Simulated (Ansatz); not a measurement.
An elastic tensor (GPa, Voigt order, standard axes) from DFT-r²SCAN in the program Ansatz with PAW potentials:

|  | 1 | 2 | 3 | 4 | 5 | 6 |
|---|---|---|---|---|---|---|
| 1 | 151 | 44.1 | 44.1 | 0.0 | 0.0 | 0.0 |
| 2 | 44.1 | 151 | 44.1 | 0.0 | 0.0 | 0.0 |
| 3 | 44.1 | 44.1 | 151 | 0.0 | 0.0 | 0.0 |
| 4 | 0.0 | 0.0 | 0.0 | 60.3 | 0.0 | 0.0 |
| 5 | 0.0 | 0.0 | 0.0 | 0.0 | 60.3 | 0.0 |
| 6 | 0.0 | 0.0 | 0.0 | 0.0 | 0.0 | 60.3 |

**Question.** Which of these materials gives this?
A) KF, rock salt
B) BaTe, rock salt
C) BaS, rock salt
D) MgS, rock salt

**Answer.** D, MgS, rock salt

Space group Fm-3m (rock salt). The r²SCAN relaxation kept the symmetry of its start.

Potentials: the later of the program's two PAW sets.
